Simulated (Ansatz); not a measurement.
EuZnIn3: what a change of kpoints.mp_grid.kspacing, scf.max_iter does

Computed with the plane-wave PAW code Ansatz (scalar-relativistic, PAW set soft_2): PBEsol, collinear spin, 420 eV cutoff, k-mesh 10×10×10. These are the settings of the reference run.

Cell:

```cif
data_structure
_symmetry_space_group_name_H-M 'P 1'
_symmetry_Int_Tables_number 1
_cell_length_a 6.7402
_cell_length_b 6.7402
_cell_length_c 6.7402
_cell_angle_alpha 140.841
_cell_angle_beta 140.841
_cell_angle_gamma 56.578
_cell_volume 121.12
loop_
_atom_site_label
_atom_site_type_symbol
_atom_site_fract_x
_atom_site_fract_y
_atom_site_fract_z
_atom_site_occupancy
Eu1 Eu 0.99357 0.99357 0.00000 1
In1 In 0.25908 0.75908 0.50000 1
In2 In 0.75908 0.25908 0.50000 1
In3 In 0.60127 0.60127 0.00000 1
Zn1 Zn 0.38701 0.38701 0.00000 1
```

The reference run of this cell is solved again as a single point with these keys changed:

| key | reference run | changed run |
| --- | --- | --- |
| kpoints.mp_grid.kspacing | not typed | 0.3 |
| scf.max_iter | not typed | 80 |

**Question.** Does this change matter?

**Answer.** It is refused before the calculation starts. Message: Error: invalid value for `kpoints.mp_grid.kspacing`: mutually exclusive with `grid` — set one or the other
